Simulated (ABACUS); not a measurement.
Input and output of a self-consistent single point for Ag (R-3m, 18 atoms in the cell; from Materials Project mp-989737) (ABACUS).

Computed with LDA (PW92), numerical atomic orbitals DZP (confined pseudo-atomic orbitals; energy shift 0.01 Ry), PseudoDojo 0.4 standard norm-conserving LDA (tails mended) pseudopotentials in ABACUS.

```xyz
18
Lattice="2.9461 0.0000 0.0000 0.0000 5.1028 0.0000 0.0000 0.0000 21.6139" Properties=species:S:1:pos:R:3 pbc="T T T"
Ag     0.0000     0.0000     0.0000
Ag     0.0000     0.0000    16.8095
Ag     0.0000     1.7009    19.2137
Ag     1.4730     0.8505     7.2046
Ag     1.4730     0.8505     2.4002
Ag     0.0000     0.0000     4.8044
Ag     0.0000     1.7009    14.4093
Ag     0.0000     1.7009     9.6049
Ag     1.4730     0.8505    12.0091
Ag     1.4730     2.5514     0.0000
Ag     1.4730     2.5514    16.8095
Ag     1.4730     4.2523    19.2137
Ag     0.0000     3.4019     7.2046
Ag     0.0000     3.4019     2.4002
Ag     1.4730     2.5514     4.8044
Ag     1.4730     4.2523    14.4093
Ag     1.4730     4.2523     9.6049
Ag     0.0000     3.4019    12.0091
```

Reference input (self-consistent single point, DFT, LDA (PW92), numerical atomic orbitals DZP (confined pseudo-atomic orbitals; energy shift 0.01 Ry), PseudoDojo 0.4 standard norm-conserving LDA (tails mended) pseudopotentials): basis = DZP numerical atomic orbitals, energy shift 0.01 Ry; KPT = Gamma 6 3 1 0 0 0; basis_type = lcao; dft_functional = PWLDA; ecutwfc = 100 Ry; smearing_method = fd; smearing_sigma = 0.00367493 Ry; potentials = PseudoDojo 0.4 standard norm-conserving LDA (tails mended); symmetry = 1; symmetry_prec = 1e-05; ks_solver = genelpa; scf_nmax = 100. This run's input differs from it in these lines:

```diff
@@ -11,3 +11,3 @@
 smearing_method      fd
-smearing_sigma       0.00367493
+smearing_sigma       0.00734986
 ks_solver            genelpa
@@ -63,3 +63,3 @@
 Gamma
-6 3 1 0 0 0
+6 4 1 0 0 0
```

Output, abridged:

```
 SELF-CONSISTENT
 -------------------------------------------

                  longest orb rcut (Bohr) = 6.8
   longest nonlocal projector rcut (Bohr) = 1.66
                     search radius (Bohr) = 16.9

                          real space grid = [ 36, 64, 270 ]
                                 init_chg = atomic

 LCAO ALGORITHM --------------- ION=   1  ELEC=   1--------------------------------

 Density error is 0.0384016460248
 E_KohnSham     -5577.3769929914     -75884.1069987886
 E_Fermi        1.1941782825         16.2476290695

 LCAO ALGORITHM --------------- ION=   1  ELEC=   2--------------------------------

   [... lines left out ...]

   [... 6 blocks of this kind left out ...]

 LCAO ALGORITHM --------------- ION=   1  ELEC=   9--------------------------------

 Density error is 1.3505505532e-07
 E_KohnSham     -5577.8708334679     -75890.8260431723
 E_Fermi        1.1637912375         15.8341921127

 LCAO ALGORITHM --------------- ION=   1  ELEC=  10--------------------------------

 Density error is 3.2436518402e-08
 E_KohnSham     -5577.8708334677     -75890.8260431698
 E_KS(sigma->0) -5577.8638491670     -75890.7310168837
 E_entropy(-TS) -0.0139686014        -0.1900525720
 E_Fermi        1.1637912424         15.8341921795
 charge density convergence is achieved
 final etot is -75890.826043 eV
 EFERMI = 15.83419218 eV

 STATE ENERGY(eV) AND OCCUPATIONS    NSPIN == 1
   [... 203 lines left out ...]

 TOTAL-FORCE (eV/Angstrom)
                       Ag1         0.0000000000         0.0000000000         0.0000000000
                       Ag2         0.0000000000         0.0103020141         0.0040753338
                       Ag3         0.0000000000        -0.0112005950        -0.0073585425
                       Ag4         0.0000000000         0.0005822394         0.0071909912
                       Ag5         0.0000000000         0.0112060626         0.0073587140
                       Ag6         0.0000000000        -0.0103020141        -0.0040753338
                       Ag7         0.0000000000        -0.0005763393        -0.0071917290
   [... lines left out ...]

 TOTAL-STRESS (KBAR)
      -119.0717965088         0.0000000000         0.0000000000
         0.0000000000      -140.1563882896        -1.1330153578
         0.0000000000        -1.1330153578      -127.7618421101
 TOTAL-PRESSURE: -128.996676 KBAR

 --------------------------------------------
 !FINAL_ETOT_IS -75890.8260431697563035 eV
 --------------------------------------------
```

The run converged in 10 iterations. Against the reference run the free energy falls by 4.5 meV/atom and the pressure stays near -12.90 GPa while the zz stress (positive for compression) goes from -15.17 to -12.78 GPa.

The atom-centred basis is finite, which shifts total energies and pressures against plane waves. This run is one point of a test of settings, so its values need not be converged; read them against the reference run alone. The structure comes from a collection of computed structures, made at another level of theory; the collection holds predicted forms beside known ones. No clean gap shows at this smearing width and mesh (spacing up to 0.36 Å⁻¹); the mesh is coarse for partly filled bands, so the values carry mesh errors.

Cost on one core: very roughly 90 core-seconds.

The atomic orbitals were generated for these runs; they are not ABACUS's published sets and were checked against plane waves on a few crystals only.

“Tails mended”: in these copies of the files the far tail of each local potential was reset to the Coulomb form.
